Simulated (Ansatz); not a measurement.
A geometry of ZrO2 away from equilibrium: step 2 of the relaxation of a generated cell, ZrO2 built in the AFLOW prototype A2B_hP9_150_ef_bd (C22, as in Fe2P). All values below come from r2SCAN (plane waves to 500 eV, PAW, scalar-relativistic; Ansatz, an electronic-structure program). Γ-centred k-mesh 5×5×7 on the run's cell (coarser than for final values), Fermi–Dirac smearing 0.05 eV. The plane waves were selected for a different cell earlier on the path.

```xyz
9
Lattice="5.5890 0.0000 0.0000 -2.7945 4.8402 0.0000 0.0000 0.0000 3.3631" Properties=species:S:1:pos:R:3 pbc="T T T"
O      1.4597     0.0000     0.0000
O     -0.7299     1.2642     0.0000
O      2.0646     3.5761     0.0000
O      3.3347     0.0000     1.6816
O     -1.6673     2.8879     1.6816
O      1.1272     1.9523     1.6816
Zr     0.0000     0.0000     1.6816
Zr     0.0000     3.2268     3.0204
Zr     2.7945     1.6134     0.3427
```

Q: Give the Cartesian forces on all atoms (eV/Å).

A: 
```tsv
atom	Fx	Fy	Fz
O1	0.07	0.00	0.00
O2	-0.04	0.06	0.00
O3	-0.04	-0.06	0.00
O4	0.16	0.00	0.00
O5	-0.08	0.14	0.00
O6	-0.08	-0.14	0.00
Zr7	0.00	0.00	0.00
Zr8	0.00	0.00	1.41
Zr9	0.00	0.00	-1.41
```

The path ends in P-62m (No. 189) (AFLOW prototype A2B_hP9_189_fg_bc (C22, as in Fe2P)). No spin polarisation in the result.

The run could not lose the symmetry of its start; a randomly shaken copy of 9 atoms returns to this structure.

The end of the path is a generated cell of ZrO2: the first start was made by placing the elements on the sites of a structure type, and the end was not matched to a known phase here, so it may be hypothetical. Known forms of ZrO2 include space group No. 14, 137, 225.
